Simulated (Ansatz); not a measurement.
Relaxed-ion elastic tensor of MoP in space group P-6m2 (No. 187; Mo on 1a, P on 1d) in GPa (Voigt order), the program Ansatz at the LDA level (PAW); density 7.57 g/cm³, 13.92 Å³ per atom.

```csv
,1,2,3,4,5,6
1,377,138,174,0.0,0.0,0.0
2,138,377,174,0.0,0.0,0.0
3,174,174,533,0.0,0.0,0.0
4,0.0,0.0,0.0,190,0.0,0.0
5,0.0,0.0,0.0,0.0,190,0.0
6,0.0,0.0,0.0,0.0,0.0,120
```

**Question.** Is the crystal mechanically stable?

**Answer.** Yes: the smallest eigenvalue of C is 120 GPa.

**Question.** Work out the Voigt, Reuss and Hill averages.

**Answer.** K_V = 251, K_R = 242, K_H = 246; G_V = 153, G_R = 146, G_H = 149 GPa.

**Question.** Give Young's modulus, Poisson's ratio, Pugh's ratio and the universal anisotropy index.

**Answer.** E = 9KG/(3K + G) = 373 GPa; ν = 0.25; K/G = 1.65 (brittle by the Pugh limit of 1.75); A_U = 5G_V/G_R + K_V/K_R − 6 = 0.30.

**Question.** Estimate the sound speeds and the Debye temperature.

**Answer.** v_l = √((K + 4G/3)/ρ) = 7670 m/s, v_t = √(G/ρ) = 4440 m/s, mean 4930 m/s; Θ = (h/k)(3n/4πV)^(1/3) v_m = 610 K.

**Question.** How much does each axis shrink under pressure?

**Answer.** Linear compressibilities β_i = Σ_j S_ij (j = 1 to 3): x 1.7, y 1.7, z 0.78 per TPa.

Symmetry was held in the LDA relaxation. No spin polarisation was allowed. As this level gives no gap, shear constants depend on the k-mesh and smearing (Fermi–Dirac, 0.1 eV here).

Potentials: the earlier of the program's two PAW sets. The files were generated under PBE; for other functionals the program regenerates the frozen cores, and for LDA and PBEsol the local potential too.
